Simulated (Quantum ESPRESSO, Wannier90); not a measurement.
**Ga2AsP (R3m): Wannier90 run**

```
CELL_PARAMETERS angstrom
     -1.96511     3.40367     0.00000
     -3.93022     0.00000     0.00000
     -1.96511     1.13456     6.41726
ATOMIC_POSITIONS crystal
  Ga 0.99756 0.99756 0.00733
  Ga 0.50249 0.50249 0.49252
  P  0.62502 0.62502 0.12493
  As 0.12493 0.12493 0.62521
```

Materials Project entry mp-1224789; symmetrised, unrelaxed at this level. Not found in the COD (Crystallography Open Database) copy used; not checked further. Method: PBEsol plane waves in Quantum ESPRESSO 7.5 (PseudoDojo norm-conserving files, 68 Ry, spinors with spin-orbit coupling), Bloch states on a 4×4×4 mesh through Γ, Wannier90 4.0.1. Density: 10×10×10 mesh, cold smearing 0.01 Ry.

Base run: 32 functions from bands 31-82 of the 82 computed, start hydrogen-like Ga: s;p; P: s;p; As: s;p, centres 0.05 Å off the atoms, frozen window up to 2.33 eV relative to the valence-band maximum, outer window open. One thing is changed at a time; window edges are relative to the valence-band maximum. The misfit compares interpolated bands with pw.x on a high-symmetry path, for states up to 1.8 eV relative to the valence-band maximum. Converged means that the tolerances were met: symmetric starts can stop on a saddle, which shows as a larger Ω_OD at equal Ω_I and can move the misfit too.

| setting | functions | frozen to (eV) | Ω_I (Å²) | Ω_D (Å²) | Ω_OD (Å²) | rms misfit (meV) | worst (meV) | ended |
|---|---|---|---|---|---|---|---|---|
| base | 32 | 2.33 | 44.62 | 0.14 | 6.80 | 46 | 214 | converged |
| frozen window to 0.33 eV | 32 | 0.33 | 40.76 | 0.07 | 6.50 | 163 | 1719 | converged |
| frozen window to 7.87 eV | 32 | 7.87 | – | – | – | – | – | stops: too many frozen states |
| no frozen window | 32 | none | 39.40 | 0.05 | 5.80 | 266 | 2354 | converged |
| outer window to 10.32 eV | 32 | 2.33 | 60.12 | 0.85 | 20.52 | 76 | 353 | converged |
